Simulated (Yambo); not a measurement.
Material: SnS2 (CdI2 type, space group P-3m1, No. 164); a = 3.6707 Å, b = 3.6707 Å, c = 5.7993 Å, α = 90.00°, β = 90.00°, γ = 120.00° (3 atoms in the cell). Cell and atoms were relaxed with PBE+D3(BJ) from Materials Project entry mp-1170, within its symmetry.

With PBE (stringent potentials; pw.x of Quantum ESPRESSO, ONCV potentials, no spin-orbit coupling), the gap between the mesh's edge points (Γ → L) is 1.361 eV.

Q: Estimate the G0W0 gap between the same points from Yambo (6×6×2 Γ-centred k mesh, bands 5 to 59 and a 6 Ry block in the screening, 59 bands in G with the Bruneval-Gonze terminator, plasmon pole fitted at 27.2 eV).

A: The correction is 0.926 eV, giving 2.286 eV, 1.7 times the PBE value. The mesh misses a band edge: along a dense path the PBE gap is 1.26 eV against 1.36 eV on the mesh. Convergence of the G0W0 settings was not tested. Spin-orbit splittings are left out.
